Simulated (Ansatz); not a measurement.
# Compressing ZrHg: a fit and a missing row

ZrHg, P4/mmm, a = 3.135 Å, c = 4.301 Å. The structure is a COD entry; whether it is the stable form wasn't checked. Ansatz: r2SCAN, PAW, 500 eV, Γ-centred 14×14×10 mesh on 2 atoms, Gaussian smearing 0.10 eV; no spin polarisation. Shape and atoms are relaxed at each volume; pressure is positive in compression.

| V (Å³/atom) | P (GPa) |
| --- | --- |
| 19.871 | ? |
| 20.505 | 3.60 |
| 21.139 | 0.01 |
| 21.774 | -3.04 |
| 22.408 | -5.62 |

Question: Take V0 = 21.139 Å³/atom, count pressures from its P0 = 0.01 GPa, fit the third-order Birch–Murnaghan form to the other rows, and predict the missing pressure.

Answer: With the Eulerian strain f = ½[(V0/V)^(2/3) − 1] and y = (P − P0)/[3f(1 + 2f)^(5/2)], the form is the line y = B0 + 1.5 B0 (B0′ − 4) f. Rows (f, y): 0.01025, 111.0; -0.00977, 109.3; -0.01906, 108.5. Means f = -0.006193, y = 109.60; Σ(Δf)² = 0.0004487, ΣΔfΔy = 0.03825; the slope is their ratio. y = 110.1 + 85.23 f GPa, so B0 = 110.1 GPa and B0′ = 4 + 2 × (85.23)/(3 × 110.1) = 4.52. At V = 19.871, f = 0.02105, y = 111.89 and P = 7.84 GPa. The run gave 7.84 GPa, the same to the digits shown. The form still works here, 33 % of the fitted range beyond its end.

Spin–orbit coupling is left out, which can shift energies with elements as heavy as these.